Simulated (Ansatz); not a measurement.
**ZnS with phosphorus replacing S: gradients before and after relaxing the atoms**

Start: a supercell of ZnS (space group P6_3mc) built from an entry of the Crystallography Open Database (COD), with all atoms left at the host's positions.

```cif
data_Zn12PS11
_symmetry_space_group_name_H-M 'P31m'
_symmetry_Int_Tables_number 157
_cell_length_a 6.6211
_cell_length_b 6.6211
_cell_length_c 12.5200
_cell_angle_alpha 90.000
_cell_angle_beta 90.000
_cell_angle_gamma 120.000
loop_
_atom_site_label
_atom_site_type_symbol
_atom_site_symmetry_multiplicity
_atom_site_Wyckoff_symbol
_atom_site_fract_x
_atom_site_fract_y
_atom_site_fract_z
Zn1 Zn 1 a 0.0000 0.0000 0.0000
Zn2 Zn 2 b 0.3333 0.6667 0.0000
Zn4 Zn 1 a 0.0000 0.0000 0.5000
Zn5 Zn 2 b 0.3333 0.6667 0.5000
Zn7 Zn 3 c 0.3333 0.3333 0.2500
Zn10 Zn 3 c 0.3333 0.0000 0.7500
P P 1 a 0.0000 0.0000 0.1875
S14 S 2 b 0.3333 0.6667 0.1875
S16 S 1 a 0.0000 0.0000 0.6875
S17 S 2 b 0.3333 0.6667 0.6875
S19 S 3 c 0.3333 0.3333 0.4375
S22 S 3 c 0.3333 0.0000 0.9375
```

One atom of each set is listed.

Level of theory: DFT, PBE, plane waves and PAW, scalar-relativistic, 420 eV cutoff, Γ-centred 3×3×2 k-points, Fermi–Dirac smearing 0.01 eV, cell charge -1 (Ansatz 0.2.0).

The largest force at the start is 0.96 eV/Å. Relaxing the ions at fixed cell moves them by 0.094 Å at most (atom 1, Zn) and 0.037 Å rms.

| site | moved (Å) | first shell before | first shell after | V_zz before (10²¹ V/m²) | η before |
| --- | --- | --- | --- | --- | --- |
| Zn1 | 0.094 | 3 S at 2.34 Å, 1 P at 2.35 Å | 1 P at 2.27 Å, 3 S at 2.39 Å | -4.39 | 0.00 |
| Zn2 | 0.037 | 4 S at 2.34–2.35 Å | 4 S at 2.32–2.36 Å | -0.62 | 0.00 |
| Zn4 | 0.044 | 4 S at 2.34–2.35 Å | 4 S at 2.34–2.37 Å | 0.68 | 0.00 |
| Zn5 | 0.003 | 4 S at 2.34–2.35 Å | 4 S at 2.33–2.35 Å | 0.78 | 0.00 |
| Zn7 | 0.072 | 3 S at 2.34–2.35 Å, 1 P at 2.34 Å | 1 P at 2.27 Å, 3 S at 2.34–2.41 Å | -4.35 | 0.35 |
| Zn10 | 0.014 | 4 S at 2.34–2.35 Å | 4 S at 2.32–2.35 Å | -0.80 | 0.04 |
| P | 0.018 | 4 Zn at 2.34–2.35 Å | 4 Zn at 2.27 Å | 1.10 | 0.00 |
| S14 | 0.011 | 4 Zn at 2.34–2.35 Å | 4 Zn at 2.32–2.34 Å | 2.95 | 0.00 |
| S17 | 0.003 | 4 Zn at 2.34–2.35 Å | 4 Zn at 2.35 Å | -0.65 | 0.00 |
| S22 | 0.016 | 4 Zn at 2.34–2.35 Å | 4 Zn at 2.32–2.39 Å | -1.23 | 0.76 |

(1) What are V_zz and η after the relaxation?

Results:

(1) 

```json
{"site": "Zn1", "V_zz after": "-5.96", "η after": "0.00", "change of V_zz": "-1.57"}
{"site": "Zn2", "V_zz after": "-1.32", "η after": "0.00", "change of V_zz": "-0.70"}
{"site": "Zn4", "V_zz after": "1.41", "η after": "0.00", "change of V_zz": "+0.73"}
{"site": "Zn5", "V_zz after": "0.87", "η after": "0.00", "change of V_zz": "+0.09"}
{"site": "Zn7", "V_zz after": "-5.72", "η after": "0.48", "change of V_zz": "-1.37"}
{"site": "Zn10", "V_zz after": "-1.21", "η after": "0.04", "change of V_zz": "-0.41"}
{"site": "P", "V_zz after": "0.82", "η after": "0.00", "change of V_zz": "-0.28"}
{"site": "S14", "V_zz after": "2.25", "η after": "0.00", "change of V_zz": "-0.70"}
{"site": "S17", "V_zz after": "-0.47", "η after": "0.00", "change of V_zz": "+0.18"}
{"site": "S22", "V_zz after": "-1.37", "η after": "0.99", "change of V_zz": "-0.14"}
```

The largest change of V_zz is on Zn1, from -4.39 to -5.96. In per cent, |V_zz| changes by +11 to +114 on Zn, -25 on P, -28 to +12 on S (all sites that start above 0.5). Where |V_zz| stays above 0.1, η moves most on S22, from 0.76 to 0.99. The table leaves out 2 of the 12 sites, with |V_zz| up to 1.67; their tensors move by 0.38 at most along any direction. The statements above cover all sites.

The defect repeats with the cell of 24 atoms, so it feels its images: sites between two images don't show the values beside a lone defect, and zeros or small values of η there can come from the images' arrangement. S and Zn carry a gradient in the pure host already, so the values there aren't the defect's effect alone. A uniform background compensates the cell's charge.
Before: The neighbours have not yet relaxed around the defect (largest force 0.96 eV/Å), so a real crystal will differ.
After: The relaxation keeps the site symmetry 3m of the start, so the impurity can move only along its axis; a start off the site could end lower.
